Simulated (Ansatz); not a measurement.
HfW₂:
```xyz
6
Lattice="0.0000 3.7930 3.7930 3.7930 0.0000 3.7930 3.7930 3.7930 0.0000" Properties=species:S:1:pos:R:3 pbc="T T T"
Hf     0.0000     0.0000     0.0000
Hf     1.8965     1.8965     1.8965
W      4.7412     4.7412     4.7412
W      4.7412     2.8447     2.8447
W      2.8447     2.8447     4.7412
W      2.8447     4.7412     2.8447
```

Relaxed with r²SCAN. Special points in fractions of this cell's reciprocal vectors: Γ (0.000, 0.000, 0.000); X (0.500, 0.000, 0.500); U (0.625, 0.250, 0.625); K (0.375, 0.375, 0.750); L (0.500, 0.500, 0.500); W (0.500, 0.250, 0.750).

### Question
List the band energies nearest the Fermi level at these points for plane-wave PAW r²SCAN (Ansatz code).

### Answer
In eV from the Fermi level; about four levels below and three above (degenerate sets whole), none deeper than 8.9 eV; points with the same levels are listed once.

```json
[
 {"k": "Γ", "below": "-2.58 -2.58 -0.57 -0.57", "above": "0.03 0.03 0.03"},
 {"k": "X", "below": "-1.29 -1.29 -0.40 -0.40", "above": "1.91 1.91 2.53 2.53 2.54 2.54"},
 {"k": "U", "below": "-1.41 -0.91 -0.85 -0.16", "above": "0.32 1.21 1.29"},
 {"k": "L", "below": "-1.35 -1.35 -1.23 -1.16 -1.16", "above": "1.68 1.68 2.00"},
 {"k": "W", "below": "-0.81 -0.81 -0.16 -0.16", "above": "1.06 1.06 3.10 3.10"}
]
```

Space group Fd-3m (cubic Laves (MgCu2 type)). The workflow started from a Materials Project entry (that database holds measured and hypothetical structures alike); the Crystallography Open Database files this formula in space group No. 227, but the cells were not matched. Its standing as an ambient phase is unchecked. The cell was relaxed with r²SCAN under the symmetry of its start; whether a distortion lowers the energy is not shown. The run is not spin-polarised. Scalar-relativistic: spin–orbit coupling is off unless named, which matters more the heavier the elements.

Potentials: the later of the program's two PAW sets.
